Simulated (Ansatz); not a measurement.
**Relaxing lanthanum (beta-Sn type)**

These are results of DFT, m-r2SCAN, plane waves (500 eV) with PAW, scalar-relativistic (Ansatz), not measurements. (PAW data from PBE, frozen cores regenerated.)

k-point mesh 10×10×7, Fermi-Dirac smearing 0.05 eV, starting moments 1.00 ×2 μB. Cell and atoms relax.

Starting structure:

```
CELL_PARAMETERS angstrom
-3.30121 3.30121 1.80246
3.30121 -3.30121 1.80246
3.30121 3.30121 -1.80246
ATOMIC_POSITIONS crystal
La 0.00000 0.00000 0.00000
La 0.75000 0.25000 0.50000
```

Problem. The pressure at the start is -2.1 GPa. By how much does the volume change?

Solution. From 39.29 to 36.66 Å³ per atom, -6.7 %. The final cell has a = 3.651 Å, b = 11.991 Å, c = 3.798 Å, β = 118.14°.

The cell has left the beta-Sn structure type; it ends in C2/c.

Problem. How much energy does the relaxation gain?

Solution. 205.1 meV per atom.

Path of the relaxation (the plane waves are chosen anew near the end, which can shift the energy a little):

| step | E − E(final) (meV/atom) | V (Å³/atom) | P (GPa) | max force (eV/Å) |
| --- | --- | --- | --- | --- |
| 0 | 205.08 | 39.286 | -2.06 | 0.002 |
| 1 | 171.45 | 36.868 | -0.87 | 0.004 |
| 2 | 153.50 | 34.365 | 0.63 | 0.015 |
| 3 | 152.07 | 35.197 | -0.06 | 0.003 |
| 4 | 151.61 | 35.146 | -0.03 | 0.015 |
| 5 | 149.85 | 35.038 | 0.06 | 0.024 |
| 6 | 144.57 | 34.907 | 0.23 | 0.023 |
| 7 | 140.99 | 35.320 | -0.03 | 0.036 |
| 8 | 139.89 | 35.272 | 0.02 | 0.015 |
| 9 | 138.92 | 35.270 | 0.07 | 0.008 |
| 10 | 136.92 | 35.455 | 0.16 | 0.019 |
| 11 | 129.10 | 35.538 | 0.47 | 0.084 |
| 12 | 117.13 | 35.743 | 0.60 | 0.104 |
| 13 | 98.29 | 36.094 | 0.59 | 0.118 |
| 14 | 68.33 | 36.091 | 0.72 | 0.122 |
| 15 | 21.32 | 36.195 | 0.40 | 0.092 |
| 16 | 6.62 | 36.519 | -0.07 | 0.023 |
| 17 | 6.36 | 36.075 | 0.17 | 0.008 |
| 18 | 4.42 | 36.330 | 0.10 | 0.007 |
| 19 | 3.53 | 36.537 | -0.08 | 0.006 |
| 20 | 3.28 | 36.372 | 0.05 | 0.004 |
| 21 | 3.24 | 36.467 | 0.01 | 0.001 |
| 22 | 3.21 | 36.486 | 0.01 | 0.001 |
| 23 | 0.29 | 36.486 | 0.11 | 0.001 |
| 24 | 0.04 | 36.613 | 0.03 | 0.001 |

The k-point mesh keeps fewer symmetry operations than the starting structure has, so the cell can leave it.

Problem. Which magnetic state does it end in?

Solution. non-magnetic.

m-r²SCAN is r²SCAN on the gauge-invariant kinetic-energy density; without spin polarisation the two are equal.
